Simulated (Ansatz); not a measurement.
CuI in space group Cmcm (No. 63; Cu on 4c, I on 4c), DFT-LDA in the program Ansatz with PAW potentials. The conduction-band minimum lies at Γ, with 1 equivalent valley. Second derivatives d²E/dk² of the lowest band at one valley (eV·Å²), along Cartesian directions:

| direction | d²E/dk² |
|---|---|
| [100] | 8.973 |
| [010] | 41.40 |
| [001] | 54.64 |
| [110] | 25.20 |
| [101] | 31.82 |
| [011] | 48.04 |

Problem. Find the principal effective masses, the density-of-states mass and the conductivity mass.

Solution. Off-diagonal terms follow from H_xy = H[110] − (H_xx + H_yy)/2, and m*/mₑ = 7.620 eV·Å² over each eigenvalue: 0.14, 0.18, 0.85. One valley's DOS mass (m₁m₂m₃)^(1/3) = 0.28, conductivity mass 3/(Σ 1/mᵢ) = 0.22 mₑ.

Problem. What effective density of states Nc follows at 300 K for parabolic valleys?

Solution. Nc = 2.509e19 × 1 × (0.28)^(3/2) ≈ 3.7e18 cm⁻³.

The workflow started from a Materials Project entry (that database holds measured and hypothetical structures alike); the Crystallography Open Database copy checked does not list it. It is not the phase usual at ambient conditions (space group No. 216). Symmetry was held in the LDA relaxation; phonons show weakly imaginary modes. The run is not spin-polarised. A crystal of weakly bound chains computed without a dispersion correction: the cell and the soft elastic constants depend strongly on that. Spin–orbit coupling is left out wherever it is not named.

Potentials: the later of the program's two PAW sets.

Edges and masses are those of Kohn–Sham bands, whose gap is no quasiparticle gap.
